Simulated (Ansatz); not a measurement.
# Cold compression of ScCu

```yaml
crystal:
  lattice:
    - [3.24087, 0.00000, 0.00000]
    - [0.00000, 3.24087, 0.00000]
    - [0.00000, 0.00000, 3.24087]
  atoms:
    - { symbol: Sc, position: [0.50000, 0.50000, 0.50000] }
    - { symbol: Cu, position: [0.00000, 0.00000, 0.00000] }
```

The base volume is that of a database entry, with shape and atoms relaxed on PAW files at held volume, so it needn't be at zero pressure; the structure needn't be the stable phase, at rest or compressed.

Its volume is scaled, and at each volume shape and atoms are relaxed on PAW files; all methods then take that cell.

Level of theory: DFT with PBEsol, scalar-relativistic, in Ansatz 0.2.0; a Γ-centred 11×11×11 k mesh, Fermi–Dirac smearing of 0.05 eV, no spin polarisation. LAPW: all electrons, basis error target 1 meV/atom; PAW: frozen-core files, cutoff 420 eV; norm-conserving: pseudopotentials, cutoff 1252 eV.

Energies are extrapolated to zero smearing and count from the unscaled cell; pressure is positive in compression; gaps take the mesh and a band path. No temperature or zero-point motion is included.

The PAW files were made under PBE.

```
V/V0  V (Å³/atom)  P LAPW (GPa)  ΔE LAPW (eV/atom)  P PAW − LAPW (GPa)  ΔE PAW − LAPW (meV/atom)  space group  shortest distance (Å)
1.00        17.02         -2.74              0.000               -0.01                       0.0        Pm-3m                  2.807
0.70        11.91          62.3              0.677                0.02                      -0.1        Pm-3m                  2.492
0.65        11.06          88.3              1.073                0.02                       0.0        Pm-3m                  2.431
0.50         8.51         241.5                  ?               -0.10                      -0.1        Pm-3m                  2.228
```

(1) Fill in "ΔE LAPW (eV/atom)" for the row "0.50".

(2) From the table, what is the rise of the enthalpy H = E + pV up to the last row, and how stiff is the crystal between the last two rows?

(3) At the smallest volume, how far does norm-conserving lie from LAPW in pressure?

(4) How do the Löwdin populations by LAPW change from the unscaled cell to the last row?

Results:

(1) 3.504.

(2) ΔH = 3.504 eV + (241.5 GPa × 8.51 Å³ + 2.74 GPa × 17.02 Å³) × 0.006242 eV/(GPa·Å³) = 16.62 eV/atom, of which pV makes 79 %. The mean bulk modulus there is −ΔP/Δln V = 584 GPa.

(3) norm-conserving: +0.77 GPa, on a LAPW pressure of 241.5 GPa.

(4) Sc 3s 1.97 → 1.90, Sc 4s 0.95 → 0.72, Sc 3p 5.99 → 5.94, Sc 3d 2.02 → 3.03, Cu 3s 1.98 → 1.94, Cu 4s 1.09 → 0.82, Cu 3d 9.68 → 9.52 electrons an atom. These are projections on the shells that the free atoms fill; 0.32 e a cell lies outside them at the start and 0.15 e at the end.
